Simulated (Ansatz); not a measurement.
Relaxed-ion elastic tensor of ZrB$_{2}$ in space group P6/mmm (No. 191; Zr on 1a, B on 2d) in GPa (Voigt order), LDA (plane waves, PAW; program Ansatz); density 6.32 g/cm³, 9.89 Å³ per atom.

```
      1     2    3    4    5    6
-  ----  ----  ---  ---  ---  ---
1   606  59.8  137  0.0  0.0  0.0
2  59.8   606  137  0.0  0.0  0.0
3   137   137  472  0.0  0.0  0.0
4   0.0   0.0  0.0  276  0.0  0.0
5   0.0   0.0  0.0  0.0  276  0.0
6   0.0   0.0  0.0  0.0  0.0  273
```

Is the crystal mechanically stable?

Yes: the smallest eigenvalue of C is 273 GPa.

Work out the Voigt, Reuss and Hill averages.

K_V = 261, K_R = 261, K_H = 261; G_V = 255, G_R = 247, G_H = 251 GPa.

Give Young's modulus, Poisson's ratio, Pugh's ratio and the universal anisotropy index.

E = 9KG/(3K + G) = 570 GPa; ν = 0.14; K/G = 1.04 (brittle by the Pugh limit of 1.75); A_U = 5G_V/G_R + K_V/K_R − 6 = 0.16.

Estimate the sound speeds and the Debye temperature.

v_l = √((K + 4G/3)/ρ) = 9710 m/s, v_t = √(G/ρ) = 6300 m/s, mean 6910 m/s; Θ = (h/k)(3n/4πV)^(1/3) v_m = 959 K.

How much does each axis shrink under pressure?

Linear compressibilities β_i = Σ_j S_ij (j = 1 to 3): x 1.2, y 1.2, z 1.4 per TPa.

Symmetry was held in the LDA relaxation; of distortions, only those at the zone centre were tested. No spin polarisation was allowed. As this level gives no gap, shear constants depend on the k-mesh and smearing (Fermi–Dirac, 0.1 eV here).

Potentials: the earlier of the program's two PAW sets.
